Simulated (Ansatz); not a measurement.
An element in the bcc structure gives these cold pressures by all-electron LAPW under LDA (Ansatz 0.2.0, scalar-relativistic, no spin polarisation).

```csv
V (Å³/atom),P (GPa)
16.63,-0.01
15.80,11.32
14.13,49.1
12.47,122.2
10.81,267.4
9.15,569.8
7.48,1252
6.65,1908
```

**Question.** Which element is it?

**Answer.** Au. Its zero-pressure volume in this structure is near 16.6 Å³/atom; the volume and the steepness of P(V) together point to it, though neighbours can come close. This is the case that was computed; others weren't tested.
